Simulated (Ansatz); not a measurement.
**Trial structures of ZrTa2C2: starts and ends**

Theory: DFT PBE, scalar-relativistic, plane waves, PAW in Ansatz 0.2.0. All cells share a 420 eV cutoff and Γ-centred k meshes spaced at most about 0.3 Å⁻¹ (about 0.25 or finer for metals, 2π included). No spin polarisation in the final relaxations.

Each guess was relaxed in cell and atoms at zero pressure, within the symmetry of its start. These are static total energies at zero pressure. Coordination counts C atoms around Ta and Zr (those within 1.25 times the shortest such distance or 1.15 times the sum of covalent radii).

```
guess     made from  start group  V start (Å³/atom)  end group  V end (Å³/atom)  coordination at the end  gap on mesh (eV)  E over the lowest end (meV/atom)
    1   random cell         P4mm               18.5          ?                ?                        ?                 ?                                 ?
    2  LiCu2P2 type       I4/mmm               14.3     I4/mmm             13.2               Zr 8, Ta 4                 0                               910
    3  CaIn2N2 type         C2/m               12.6       R-3m             13.6               Zr 6, Ta 3                 0                                 0
    4  Tb2SeO2 type        P-3m1               13.5      P-3m1             13.7               Zr 6, Ta 3                 0                                98
```

Guess 1 as it starts:

Space group P4mm (No. 99). a = 4.079 Å, b = 4.079 Å, c = 5.554 Å, α = 90.00°, β = 90.00°, γ = 90.00°
| atom | site | symmetry | x | y | z |
| --- | --- | --- | --- | --- | --- |
| Zr | 1a | 4mm | 0.0000 | 0.0000 | 0.2309 |
| Ta | 2c | 2mm. | 0.5000 | 0.0000 | 0.8243 |
| C | 1a | 4mm | 0.0000 | 0.0000 | 0.8383 |
| C | 1a | 4mm | 0.0000 | 0.0000 | 0.6160 |

**Question.** Fill in the missing row: what does this guess relax into, and where does it rank?

**Answer.** It ends in space group P4/mmm (No. 123), with a = 4.130 Å, c = 5.668 Å, 19.3 Å³/atom and no gap. It lies 1.24 eV/atom over the lowest end, above guess 2 and so the highest of the set. Counting C atoms around Ta and Zr, this end has Zr 2, Ta 4 and the lowest (guess 3) has Zr 6, Ta 3. This end holds C–C pairs (shortest 1.46 Å); in the lowest (guess 3) the shortest C–C distance is 3.20 Å.

Space group P4/mmm (No. 123). a = 4.130 Å, b = 4.130 Å, c = 5.668 Å, α = 90.00°, β = 90.00°, γ = 90.00°
```tsv
atom	site	symmetry	x	y	z
Zr	1a	4/mmm	0.0000	0.0000	0.0000
Ta	2e	mmm.	0.5000	0.0000	0.5000
C	2g	4mm	0.0000	0.0000	0.6287
```

The zero of energy is the elements' standard structures at the same level; no fitted shifts are applied.

**Question.** Is the lowest end bound against the elements?

**Answer.** Yes: its formation energy is −0.73 eV/atom. Whether it is stable depends on the other phases of the system, which aren't compared here.

These runs have no spin–orbit coupling, which can matter for Ta. The reference form of C is held partly by dispersion forces, which this level lacks. Cells relaxed within their symmetry can be saddle points. A lower structure may well exist outside this small set. Some types were kept out of the candidates beforehand, so the set may lack a known form.
